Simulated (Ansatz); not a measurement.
TiTe$_{2}$ (CdI2 type)

```
TiTe2
1.0
    3.69732     0.00000     0.00000
   -1.84866     3.20197     0.00000
    0.00000     0.00000     6.38398
Ti Te
1 2
Direct
  0.00000   0.00000   0.00000
  0.33333   0.66667   0.27110
  0.66667   0.33333   0.72890
```

The slice is a (1 -1 0 0) plane (indices of the conventional cell) through the point (0.667, 0.333, 0.729) (fractional), spanned by u = [110] and v = [001] in vectors of this cell: u (3.70 Å) and v (6.38 Å, at 90° to u). It covers one period; positions are fractions (u, v).

Computed with PBE-D3(BJ) (plane waves to 420 eV, PAW, scalar-relativistic; Ansatz, a first-principles code). k mesh 15×15×8. Near the nuclei the fields are pseudised (PAW); where an atom keeps semicore shells as valence, they peak there. Spin-orbit coupling is left out, though Te is heavy. TiTe2 is run without spin polarisation. TiTe2 was relaxed with its symmetry unable to fall.

Three fields on this plane, each scaled to ten steps between its own extremes (0 low, 9 high; the total valence density on a logarithmic scale, the potential cut 8 eV below its top; x marks points blanked near nuclei; v = 0 in the bottom row):

Map A
```
|xxxxx0588850xxxx|
|xxxx016898610xxx|
|xxxx047999740xxx|
|xx0036899986300x|
|0014689999986410|
|4567899999998765|
|8888999888999888|
|9999988777889999|
|9999876545678999|
|9998753212357899|
|9998641000146899|
|9987520000025789|
|9987520000025789|
|9997520000025799|
|9998631000136899|
|9998642101246899|
|9998653111356899|
|9987642000246789|
|9987531000135789|
|8887520000025788|
|7776520000025677|
|4455531000135554|
|0002443212344200|
|xx0014444444100x|
|xxxx025666520xxx|
|xxxx005777500xxx|
|xxxxx0578750xxxx|
|xxxxx0478740xxxx|
```

Map B
```
|xxxxx8732378xxxx|
|xxxx886212688xxx|
|xxxx885101588xxx|
|xx8997300037998x|
|9999731000137999|
|9986311000113689|
|5532111232111235|
|1111124676421111|
|0001257898752100|
|0002478999874200|
|0003688888886300|
|0013788888887310|
|0014788888887410|
|0024799888997420|
|0024799999997420|
|0024689999986420|
|0113567777765311|
|1112333333333211|
|2222111111111222|
|3332100000001233|
|6654210000012456|
|8887520000025788|
|7789852000258987|
|xx7898421248987x|
|xxxx897323798xxx|
|xxxx798434897xxx|
|xxxxx8853588xxxx|
|xxxxx8842488xxxx|
```

Map C
```
|xxxxx8533358xxxx|
|xxxx974323479xxx|
|xxxx863212368xxx|
|xx9864210124689x|
|8876431000134678|
|6554321111123455|
|3332222222222233|
|1111223343322111|
|0011234555432110|
|0012356777653210|
|0013467888764310|
|0023568898865320|
|0124578999875421|
|1124578999875421|
|1124578898875421|
|1123567888765321|
|1123456777654321|
|1123456777654321|
|2223345676543322|
|3333445666544333|
|5444445565544444|
|6666555555555666|
|8887665444566788|
|xx9976544456799x|
|xxxx976444679xxx|
|xxxx986444689xxx|
|xxxxx8644468xxxx|
|xxxxx8643468xxxx|
```

Assign the maps to these fields: electron localisation function (ELF); valence electron density; electrostatic potential energy of an electron, from the cell's mean.

A is the electrostatic potential energy of an electron, from the cell's mean; B is the electron localisation function (ELF); C is the valence electron density.
